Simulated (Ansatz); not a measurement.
HfO$_{2}$:
Space group Fm-3m (No. 225); a = 5.0585 Å, b = 5.0585 Å, c = 5.0585 Å, α = 90.00°, β = 90.00°, γ = 90.00°

```csv
atom,site,symmetry,x,y,z
Hf,4a,m-3m,0.0000,0.0000,0.0000
O,8c,-43m,0.2500,0.2500,0.2500
```
(The calculation used a cell of 3 atoms; values per cell refer to that cell.)

Relaxed with r²SCAN. 

HSE06 on this cell (Ansatz, a program for electronic structure, PAW) gives a gap of 5.41 eV. What does r²SCAN give?

4.30 eV.

Cost on shared cores: the r²SCAN run (SCF on a 9×9×9 mesh, then bands and DOS) roughly 22 core-seconds, the HSE06 run (SCF on 7×7×7, then a few points) about 2.7 core-minutes (a rough figure); the tasks are unlike.

This is a known high-temperature phase of the composition, computed here at zero pressure and temperature. The cell was relaxed with r²SCAN under the symmetry of its start; its stability against distortions is not shown here. No spin polarisation was allowed. Spin–orbit coupling is left out wherever it is not named.

Potentials: the later of the program's two PAW sets.

Ansatz is a plane-wave DFT program.
